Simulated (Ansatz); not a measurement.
B in space group Cmce (No. 64; B on 8f) under volume change, the program Ansatz at the PBEsol level (PAW), shape and atoms relaxed at each volume.

```
V (Å³/atom)  E − E(relaxed) (meV/atom)  P (GPa)
-----------  -------------------------  -------
5.737                             49.5    30.02
5.926                             21.0    18.62
6.115                              5.0     8.68
6.304                              0.0     0.01
6.493                              4.6    -7.56
6.682                             17.5   -14.17
6.871                             37.7   -19.95
```

Problem. What does a third-order Birch–Murnaghan fit give for V₀, B₀ and B′?

Solution. V₀ = 6.30 Å³/atom, B₀ = 270 GPa, B′ = 3.5.

The start of the workflow was typed in or built on a structure type; neither database checked (COD, Materials Project) lists it. It is not the phase usual at ambient conditions (space group No. 166). The PBEsol relaxation kept the symmetry of its start; of distortions, only those at the zone centre were tested.

Potentials: the later of the program's two PAW sets.
